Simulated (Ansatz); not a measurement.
Here is the system:

Zr$_{2}$N:
```
CELL_PARAMETERS angstrom
      5.36823     0.00000     0.00000
      0.00000     5.36823     0.00000
      0.00000     0.00000     3.27421
ATOMIC_POSITIONS crystal
  Zr 0.29624 0.29624 0.00000
  Zr 0.70376 0.70376 0.00000
  Zr 0.20376 0.79624 0.50000
  Zr 0.79624 0.20376 0.50000
  N  0.00000 0.00000 0.00000
  N  0.50000 0.50000 0.50000
```

This is the PBEsol-relaxed structure. x, y and z are the axes in which the lattice vectors are written.

### Question
All from DFT-PBEsol in the program Ansatz with PAW potentials, unless another level is named. Give the Young's modulus.

### Answer
188 GPa.

### Question
Predict the elastic constants (relaxed ions, GPa).

### Answer
C11 = 232, C12 = 212, C13 = 106, C33 = 374, C44 = 125, C66 = 128.

### Question
And the highest zone-centre frequency?

### Answer
549 cm^-1.

Space group P4_2/mnm (anti-rutile). The workflow started from a Materials Project entry (that database holds measured and hypothetical structures alike); the Crystallography Open Database copy checked does not list it. Its standing as an ambient phase is unchecked. Symmetry was held in the PBEsol relaxation; of distortions, only those at the zone centre were tested. The run is not spin-polarised. As this level gives no gap, shear constants depend on the k-mesh and smearing (Fermi–Dirac, 0.1 eV here). As this level gives no gap, phonon frequencies hold no LO–TO term and depend on the k-mesh and smearing (Fermi–Dirac, 0.1 eV here).

Potentials: the later of the program's two PAW sets.
